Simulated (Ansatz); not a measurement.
## H$_{2}$Pt: from a first guess to the relaxed CdI2 type

First guess:

```xyz
3
Lattice="2.8878 0.0000 0.0000 -1.4439 2.5009 0.0000 0.0000 0.0000 4.6205" Properties=species:S:1:pos:R:3 pbc="T T T"
Pt    0.0000    0.0000    0.0000
H     0.0000    1.6673    1.1551
H     1.4439    0.8336    3.4654
```

These are results of Ansatz 0.2.0, DFT, PBE, PAW with Ansatz's default frozen-core files, scalar-relativistic, not measurements.

Cell and atoms relax within the symmetry of the start on a 14×14×8 k mesh with 0.05 eV Fermi–Dirac smearing.

The start is built from a prototype, known or not as a phase of this compound; the cutoff is 420 eV.

Spin–orbit coupling is left out, though it moves levels of the heavy atoms by tenths of an eV or more.

(1) What is the pressure of the first guess?

(2) What does it relax to?

(3) How much energy does the relaxation release?

Results:

(1) -13.65 GPa.

(2) a = 2.887 Å, b = 2.887 Å, c = 4.689 Å, α = 90.00°, β = 90.00°, γ = 120.00° (conventional cell), 11.29 Å³ per atom:
```
CELL_PARAMETERS angstrom
2.88746 0.00000 0.00000
-1.44373 2.50061 0.00000
0.00000 0.00000 4.68892
ATOMIC_POSITIONS crystal
Pt 0.00000 0.00000 0.00000
H 0.33333 0.66667 0.17888
H 0.66667 0.33333 0.82112
```

(3) 154 meV/atom.
